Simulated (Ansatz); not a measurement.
## Mg₂Al₃CrS₈, one structure, two calculations

Cell: a computed structure from the Materials Project (it need not be an observed phase).

Space group R-3m:H (No. 166); a = 7.2177, c = 17.7781 Å, γ = 120.00°.

| site | Wyckoff | site symmetry | x | y | z |
| --- | --- | --- | --- | --- | --- |
| Mg | 6c | 3m | 0.0000 | 0.0000 | 0.8745 |
| Al | 9e | .2/m | 0.6667 | 0.8333 | 0.3333 |
| Cr | 3b | -3m | 0.0000 | 0.0000 | 0.5000 |
| S7 | 18h | .m | 0.7001 | 0.8500 | 0.5873 |
| S9 | 6c | 3m | 0.0000 | 0.0000 | 0.2618 |

One atom of each set is listed; the run and its k-mesh use a cell of 14 atoms with edges of 7.24, 7.24, 7.24 Å.

First run. All values are calculated (Ansatz; DFT, PBE, plane waves and PAW, scalar-relativistic, collinear spin, 420 eV cutoff, Γ-centred 5×5×5 k-points, Fermi–Dirac smearing 0.02 eV), not measured. Start moments as typed (μB): 3 on each Cr, none on the rest.

| site | V_zz (10²¹ V/m²) | η | m (μB) |
| --- | --- | --- | --- |
| Mg | -0.087 | 0.00 | 0.00 |
| Al | -0.34 | 0.04 | 0.01 |
| Cr | -0.67 | 0.00 | 2.68 |
| S7 | -1.64 | 0.81 | -0.03 |
| S9 | -1.22 | 0.00 | 0.02 |

Second run. The same atoms and settings, except that the functional is r2SCAN and the cutoff is 500 eV.

Problem. What does the second run give?

Solution. 

| site | V_zz | η | change of V_zz | m (μB) |
| --- | --- | --- | --- | --- |
| Mg | -0.090 | 0.00 | 0.00 | 0.00 |
| Al | -0.34 | 0.05 | 0.00 | 0.01 |
| Cr | -0.66 | 0.00 | +0.01 | 2.77 |
| S7 | -1.70 | 0.67 | -0.06 | -0.03 |
| S9 | -1.35 | 0.00 | -0.13 | 0.01 |

The largest change of V_zz is on S9, from -1.22 to -1.35. In per cent, |V_zz| changes by -2 on Cr, +3 to +10 on S (all sites that start above 0.5).

All moments are parallel here, as the start or the cell imposes; many such compounds order antiparallel, where fields and spin densities carried over to other atoms largely cancel. The magnetic order is the one that the run reached from its start moments, not necessarily the measured one.
For the second run: The program didn't check the stability of this electronic state in full, so a lower one may lie near. With these PAW files V_zz is typically within 2 to 3 % of all-electron values, but misses above 10 % occur on Al.
